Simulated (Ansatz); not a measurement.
NaF (rock salt, Fm-3m), r²SCAN in the plane-wave PAW code Ansatz: ε∞ = 1.81, cell volume 24.26 Å³. Infrared-active transverse modes:

```json
[
 {"ω_TO (cm⁻¹)": "263.2", "oscillator strength S_xx (e²/amu)": "0.09642"}
]
```

**Question.** Compute the static dielectric constant.

**Answer.** Each mode adds (4.921e7/V) S/ω²: 2.82. So ε0 = 4.64.

**Question.** What LO frequency does the Lyddane–Sachs–Teller relation give?

**Answer.** ω_LO = ω_TO √(ε0/ε∞) = 421 cm⁻¹.

Symmetry was held in the r²SCAN relaxation.

Potentials: the earlier of the program's two PAW sets. The files were generated under PBE; for other functionals the program regenerates the frozen cores, and for LDA and PBEsol the local potential too.
